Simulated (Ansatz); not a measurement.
## Ge interstitial in LaAl2Ge2, calculated

Computed with the plane-wave PAW code Ansatz (scalar-relativistic, PAW set soft_2): PBEsol, no spin polarisation, 420 eV cutoff, k-mesh 3×3×3.

The relaxed host crystal (no gap at this level of theory):

```yaml
crystal:
  lattice:
    - [4.27133, 0.00000, 0.00000]
    - [-2.13567, 3.69908, 0.00000]
    - [0.00000, 0.00000, 6.95546]
  atoms:
    - { symbol: La, position: [0.00000, 0.00000, 0.00000] }
    - { symbol: Al, position: [0.33333, 0.66667, 0.63819] }
    - { symbol: Al, position: [0.66667, 0.33333, 0.36181] }
    - { symbol: Ge, position: [0.33333, 0.66667, 0.26886] }
    - { symbol: Ge, position: [0.66667, 0.33333, 0.73114] }
```

Supercell of 20 atoms, rows of the matrix [[1,0,-1],[1,0,1],[-2,-2,0]] times the cell vectors; Ge interstitial at (0.100, 0.550, 0.964) in fractions of the cell above. Atoms are relaxed at the host's cell, from a start shaken by 0.05 Å near the defect.

Distances from the added Ge (Å), by shell of the perfect crystal:

```csv
shell,perfect crystal,"relaxed, charge 0"
2 La,2.18,2.72
2 Ge,2.28,2.47 (2.44 to 2.50)
1 Al,2.43,2.54
1 Al,3.20,3.39
```

```json
{"charge": "0", "gap of the cell on the mesh (eV)": "0.00"}
```

No formation energy is given, since most atoms moved, so the host may distort by itself.

Caveats: most atoms moved far, the host may distort by itself; small supercell, so energies and levels can be off by tenths of an eV; one random start near the defect, so other minima are possible.
